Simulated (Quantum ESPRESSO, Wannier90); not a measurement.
**Wannier functions of InSb (Cmc2₁)**

```
begin unit_cell_cart
ang
    2.3125450000   -4.0026250000    0.0000000000
    2.3125450000    4.0026250000    0.0000000000
    0.0000000000    0.0000000000    7.6163000000
end unit_cell_cart
begin atoms_frac
In  -0.3318800000  0.3318800000 -0.4881500000
In   0.3318800000 -0.3318800000  0.0118500000
Sb  -0.3345000000  0.3345000000  0.1381500000
Sb   0.3345000000 -0.3345000000 -0.3618500000
end atoms_frac
```

Structure: Materials Project mp-1007661, symmetrised, not relaxed again. Not found in the COD (Crystallography Open Database) copy used, which has the formula in other groups; not checked further. The atoms lie within 0.1 Å of the higher space group P6_3mc. Method: PBEsol plane waves in Quantum ESPRESSO 7.5 (PseudoDojo norm-conserving files, 64 Ry, spinors with spin-orbit coupling), Bloch states on a 4×4×4 mesh through Γ, Wannier90 4.0.1. Density: 8×8×4 mesh, cold smearing 0.01 Ry. With spin-orbit coupling a semilocal functional can close or falsely invert a small gap; the band order was not checked against a better method.

Bands 41-44 form an isolated set from -10.74 to -8.85 eV relative to the Fermi level (on the path) and are turned into 4 Wannier functions by minimising the spread from the start: atomic waves Sb 5s.

Task: Where do the functions sit, how wide are they and what are they made of?

Result: 
```json
[
 {"functions": "4", "spread (Å²)": "2.60", "nearest atom, distance (Å)": "Sb 0.01", "second atom, distance (Å)": "In 2.83", "weight on atomic waves": "Sb 5s 62 %, In 5p 21 %, In 5s 12 %"}
]
```

Ω_I = 10.28 Å², Ω_total = 10.40 Å²; the interpolated bands follow pw.x to 9.1 meV rms on the path. Only this start was tried; a symmetric start can stop on a saddle, and mixtures of these functions could lower the total by at most Ω_total − Ω_I.
